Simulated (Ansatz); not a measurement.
Equation of state of germanium, dhcp

Theory: Ansatz 0.2.0, DFT, BLYP, plane waves (420 eV) with PAW, scalar-relativistic. The PAW files were generated under PBE, with cores re-solved for the functional.

The cell is scaled uniformly from the relaxed one, with fractional coordinates and shape fixed. Energies are extrapolated to zero smearing, pressures are those at the given smearing. Magnetic state: spin not included.

```csv
V (Å³/atom),E − E₀ (meV/atom),P (GPa)
19.174,53.0,7.67
20.046,20.7,4.46
20.917,4.2,1.89
21.789,0.1,-0.16
22.660,6.0,-1.81
23.532,19.9,-3.15
24.403,40.3,-4.23
```

(1) Fit a third-order Birch-Murnaghan equation.

Results:

(1) V₀ = 21.68 Å³/atom, B₀ = 47 GPa, B₀′ = 4.5.
